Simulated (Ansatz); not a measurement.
Li: reading a single point

```
Li
1.0
     3.14084    0.00000    0.00000
    -1.57042    2.72005    0.00000
     0.00000    0.00000    5.14185
Li
2
Direct
  0.33333 0.66667 0.25000
  0.66667 0.33333 0.75000
```

Method: r2SCAN, no spin polarisation; PAW, plane waves to 500 eV, 12×12×7 Γ-centred mesh, fermi-dirac occupations (width 0.1 eV) (Ansatz 0.2.0), atoms fixed.

At the Fermi level: It is a metal, with about 0.95 states/eV a cell as the mean within 0.25 eV of the Fermi level.
Contacts: Li–Li at 3.14 Å: least valence density 0.05 e/Å³ and ELF 0.07 there. These are pseudo-fields; inside the PAW spheres they differ from the all-electron ones.
Stress: The pressure is -0.5 GPa (compression positive), so with the atoms held at these fractions the cell would first shrink.

Origin: a database entry at a rescaled volume.
